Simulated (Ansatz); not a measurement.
Relaxing a structure of Si2Mo

The start is a generated cell, Si2Mo placed in the C54 structure type. A full variable-cell relaxation at zero pressure is run with r2SCAN (plane waves to 500 eV, PAW, scalar-relativistic; Ansatz, an electronic-structure program). The first steps use a coarse 6×6×6 k-mesh.

The start:
```
CELL_PARAMETERS angstrom
      0.00000     4.08346     4.22344
      2.37092     0.00000     4.22344
      2.37092     4.08346     0.00000
ATOMIC_POSITIONS crystal
  Si 0.66350 0.33650 0.66350
  Si 0.33650 0.66350 0.33650
  Si 0.58650 0.91350 0.58650
  Si 0.91350 0.58650 0.91350
  Mo 0.00000 0.00000 0.00000
  Mo 0.25000 0.25000 0.25000
```

| Quantity | Value |
|---|---|
| Outcome | The space group stays Fddd (No. 70) (the run could not lower it); the end is AFLOW prototype A2B_oF24_70_e_a (C54, as in TiSi2), with 6 atoms in the primitive cell |
| Energy released | 0.03 eV/atom |
| Band gap at the end | no gap (metallic) |
| Optimiser moves | 9 |

Final structure:

```cif
data_Mo8Si16
_chemical_formula_sum 'Si16 Mo8'
_space_group_name_H-M_alt 'Fddd :1'
_space_group_IT_number 70
_space_group_name_Hall 'F 2 2 -1d'
_cell_length_a 4.57634
_cell_length_b 7.99068
_cell_length_c 8.73441
_cell_angle_alpha 90.000
_cell_angle_beta 90.000
_cell_angle_gamma 90.000
loop_
_atom_site_label
_atom_site_type_symbol
_atom_site_symmetry_multiplicity
_atom_site_Wyckoff_symbol
_atom_site_fract_x
_atom_site_fract_y
_atom_site_fract_z
_atom_site_occupancy
Si1 Si 16 f 0.00000 0.33614 0.00000 1
Mo1 Mo 8 a 0.00000 0.00000 0.00000 1
```
(The calculation used a cell of 6 atoms; values per cell refer to that cell.)

Final values are on a 13×13×13 k-mesh of the relaxed cell. No spin polarisation in the result.

The run could not lose the symmetry of its start; a randomly shaken copy of 12 atoms returns to this structure.

The relaxed structure here is a generated cell of Si2Mo: the first start was made by placing the elements on the sites of a structure type, and the end was not matched to a known phase here, so it may be hypothetical. Known forms of Si2Mo include space group No. 139.
